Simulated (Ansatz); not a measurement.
Cu Kα1 powder pattern (kinematic, no thermal factors).
2θ (°) (relative intensity): 15.98 (49), 16.29 (67), 25.44 (87), 28.04 (100), 28.60 (8), 32.27 (2), 32.93 (4), 34.33 (55), 34.80 (82), 38.51 (27), 39.40 (59), 42.76 (8), 42.89 (12), 43.27 (7), 43.66 (8), 48.19 (22), 48.78 (8), 49.05 (41), 49.28 (22), 49.40 (2), 50.32 (22), 51.81 (1), 52.26 (2), 54.43 (35), 59.21 (6), 59.94 (6), 60.24 (2), 60.25 (5), 61.74 (33), 61.75 (4), 63.35 (5), 63.93 (7), 64.71 (10), 64.84 (18), 65.39 (3), 65.71 (18), 67.54 (3), 68.20 (8), 68.49 (11), 69.06 (5), 70.85 (5), 73.46 (6), 74.39 (3), 75.76 (4), 76.84 (4), 77.75 (5), 78.20 (2), 78.28 (2), 78.73 (2), 79.20 (4), 80.55 (6), 81.10 (3), 81.35 (2), 82.50 (9), 82.52 (6), 82.69 (9), 84.63 (7), 84.77 (5), 86.99 (1), 87.08 (2), 88.91 (11), 89.97 (6)

The pattern is computed from a structure relaxed with DFT PBE, scalar-relativistic, plane waves, PAW (Ansatz 0.2.0). No spin polarisation. Its elements are Ge, Na, O.

Question: Give the structure.

Answer: Na2GeO2.
Space group Cmcm (No. 63). a = 11.086 Å, b = 6.237 Å, c = 4.571 Å, α = 90.00°, β = 90.00°, γ = 90.00°
```csv
atom,site,symmetry,x,y,z
Na,8g,..m,0.6684,0.8491,0.2500
Ge,4c,m2m,0.0000,0.8871,0.2500
O,8g,..m,0.8671,0.7220,0.2500
```

A pattern alone doesn't exclude other cells with like lines; this is the one computed.

It was reached by relaxing an invented guess, and it needn't be the stable form of this composition.
